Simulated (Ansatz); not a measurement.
ZnCd3S4:
```xyz
8
Lattice="5.7046 0.0000 0.0000 0.0000 5.7046 0.0000 0.0000 0.0000 5.7046" Properties=species:S:1:pos:R:3 pbc="T T T"
Zn     0.0000     0.0000     0.0000
Cd     0.0000     2.8523     2.8523
Cd     2.8523     0.0000     2.8523
Cd     2.8523     2.8523     0.0000
S      4.3536     4.3536     1.3510
S      4.3536     1.3510     4.3536
S      1.3510     1.3510     1.3510
S      1.3510     4.3536     4.3536
```

Tensor components refer to the Cartesian frame of this cell.

Q: Give the proper piezoelectric stress tensor with relaxed ions from PBEsol in the plane-wave PAW code Ansatz.

A: In C/m², rows x, y, z, Voigt columns; mesh uncertainty up to 0.01.
```
0.00  0.00  0.00  0.24  0.00  0.00
0.00  0.00  0.00  0.00  0.24  0.00
0.00  0.00  0.00  0.00  0.00  0.24
```

The elastic tensor of the same run (GPa):

|  | 1 | 2 | 3 | 4 | 5 | 6 |
|---|---|---|---|---|---|---|
| 1 | 81.2 | 57.3 | 57.3 | 0.0 | 0.0 | 0.0 |
| 2 | 57.3 | 81.2 | 57.3 | 0.0 | 0.0 | 0.0 |
| 3 | 57.3 | 57.3 | 81.2 | 0.0 | 0.0 | 0.0 |
| 4 | 0.0 | 0.0 | 0.0 | 30.1 | 0.0 | 0.0 |
| 5 | 0.0 | 0.0 | 0.0 | 0.0 | 30.1 | 0.0 |
| 6 | 0.0 | 0.0 | 0.0 | 0.0 | 0.0 | 30.1 |

Q: Convert to strain constants d = e·S.

A: In pC/N:
```
0.0  0.0  0.0  8.0  0.0  0.0
0.0  0.0  0.0  0.0  8.0  0.0
0.0  0.0  0.0  0.0  0.0  8.0
```

Space group P-43m. The workflow started from a Materials Project entry (that database holds measured and hypothetical structures alike); the Crystallography Open Database copy checked does not list it. With Zn and Cd taken as one species the cell has the higher symmetry F-43m, so it may be an ordered model of a mixed-site phase. Its standing as an ambient phase is unchecked. The cell was relaxed with PBEsol under the symmetry of its start; of distortions, only those at the zone centre were tested.

Potentials: the later of the program's two PAW sets.
